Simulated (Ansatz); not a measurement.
**Relaxing a structure of W**

The start is a relaxed W cell, doubled along one cell vector, shaken by Gaussian noise of σ = 0.08 Å a coordinate. The cell and all atomic positions are relaxed at zero pressure with r2SCAN (plane waves to 500 eV, PAW, scalar-relativistic; Ansatz, a first-principles code). The first steps use a coarse 7×14×14 k-mesh.

Input geometry:
```
W
1.0
    2.75560     1.59094    10.19674
   -1.37780     0.79547     5.09837
    0.00000    -1.59094     5.09837
W
4
Direct
  0.03751   0.11522   0.08735
  0.57050   0.05902   0.06033
  0.48197   0.86646   0.91555
  0.97427   0.91167   0.87489
```

- Largest initial force = 2.28 eV/Å, on W2 (atoms numbered as listed)
- Energy released = 0.74 eV/atom
- Volume change = -3.1 %, from 16.76 to 16.24 Å³/atom
- Relative to the parent = It does not go back: it reaches Fddd (No. 70), AFLOW prototype A_oF8_70_a, 0.69 eV/atom below the parent
- Shortest distances (start → end) = The closest pairs of elements (up to four, under 3.6 Å), start → end: W–W 2.59 → 2.68 Å
- Band gap at the end = no gap (metallic)
- Optimiser moves = 17

Final values are on a 20×20×20 k-mesh of the relaxed cell. No spin polarisation in the result.

The relaxed structure here is a generated cell of W: the first start was made by placing the elements on the sites of a structure type, and the end was not matched to a known phase here, so it may be hypothetical. Known forms of W include space group No. 229.
